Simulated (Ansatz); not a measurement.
All cells below were computed with r2SCAN (plane-wave PAW, Ansatz 0.2.0, no spin polarisation, atoms fixed as given).

Task: Which of them gave these results: no gap, pressure 3.9 GPa, largest force 1.24 eV/Å, largest positive Bader charge +2.06 e?
A.
K2WCl6 (500 eV, 6×6×6 mesh on the cell that ran, as a rule the primitive one, fermi-dirac 0.0361 eV)
```cif
data_structure
_symmetry_space_group_name_H-M 'Fm-3m'
_symmetry_Int_Tables_number 225
_cell_length_a 9.7073
_cell_length_b 9.7073
_cell_length_c 9.7073
_cell_angle_alpha 90.000
_cell_angle_beta 90.000
_cell_angle_gamma 90.000
_cell_volume 914.74
loop_
_atom_site_label
_atom_site_type_symbol
_atom_site_symmetry_multiplicity
_atom_site_Wyckoff_symbol
_atom_site_fract_x
_atom_site_fract_y
_atom_site_fract_z
_atom_site_occupancy
W1 W 4 a 0.00000 0.00000 0.00000 1
K1 K 8 c 0.25000 0.75000 0.75000 1
Cl1 Cl 24 e 0.76300 0.00000 0.00000 1
```
B.
Hg (500 eV, 11×11×6 mesh on the cell that ran, as a rule the primitive one, fermi-dirac 0.1 eV)
Space group P6_3/mmc (No. 194). a = 3.437 Å, b = 3.437 Å, c = 5.419 Å, α = 90.00°, β = 90.00°, γ = 120.00°
```json
{"atom": "Hg", "site": "2d", "symmetry": "-6m2", "x": "0.3333", "y": "0.6667", "z": "0.7500"}
```
C.
BaTiO3 (500 eV, 5×5×6 mesh on the cell that ran, as a rule the primitive one, cold 0.0366 eV)
```cif
data_structure
_symmetry_space_group_name_H-M 'Pm-3m'
_symmetry_Int_Tables_number 221
_cell_length_a 4.0221
_cell_length_b 4.0221
_cell_length_c 4.0221
_cell_angle_alpha 90.000
_cell_angle_beta 90.000
_cell_angle_gamma 90.000
_cell_volume 65.07
loop_
_atom_site_label
_atom_site_type_symbol
_atom_site_symmetry_multiplicity
_atom_site_Wyckoff_symbol
_atom_site_fract_x
_atom_site_fract_y
_atom_site_fract_z
_atom_site_occupancy
Ba1 Ba 1 a 0.00000 0.00000 0.00000 1
Ti1 Ti 1 b 0.50000 0.50000 0.50000 1
O1 O 3 c 0.50000 0.50000 0.00000 1
```

Result: A. The others gave Hg: no gap, 0.1 GPa; BaTiO3: gap 2.12 eV, -3.6 GPa.

Origins: K2WCl6, a known structure type with other elements, at an estimated volume; Hg, a known structure type with other elements, at an estimated volume; BaTiO3, a database entry at a rescaled volume. Caveats for one or more cells: many states at the Fermi level without spin polarisation, so a magnetic state may lie lower; the Fermi level lies in a narrow band between gaps, which spin or distortion may split.
